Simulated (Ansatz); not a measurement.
Here is the system:

Si:
```yaml
crystal:
  lattice:
    - [3.83262, 0.00000, 0.00000]
    - [-1.91631, 3.31915, 0.00000]
    - [0.00000, 0.00000, 6.32601]
  atoms:
    - { symbol: Si, position: [0.33333, 0.66667, 0.06280] }
    - { symbol: Si, position: [0.66667, 0.33333, 0.93720] }
    - { symbol: Si, position: [0.66667, 0.33333, 0.56280] }
    - { symbol: Si, position: [0.33333, 0.66667, 0.43720] }
```

This is the HSE06-relaxed structure.

**Question.** All from DFT-HSE06 in the program Ansatz with PAW potentials, unless another level is named. Predict the smallest direct gap on the standard path.

**Answer.** 1.68 eV.

**Question.** What about the band gap?

**Answer.** 0.96 eV (indirect).

**Question.** Give the valence-band maximum.

**Answer.** at Γ.

**Question.** And the conduction-band minimum?

**Answer.** at M (3 equivalent valleys).

Space group P6_3/mmc. The workflow started from a Materials Project entry (that database holds measured and hypothetical structures alike); the Crystallography Open Database copy checked does not list it. It is not the phase usual at ambient conditions (space group No. 227). The cell was relaxed with HSE06 under the symmetry of its start; its stability against distortions is not shown here. The hybrid was solved on a coarse mesh, the path and, where they were found, the r²SCAN edge points; its band edges are the extreme levels among these.

Potentials: the earlier of the program's two PAW sets.
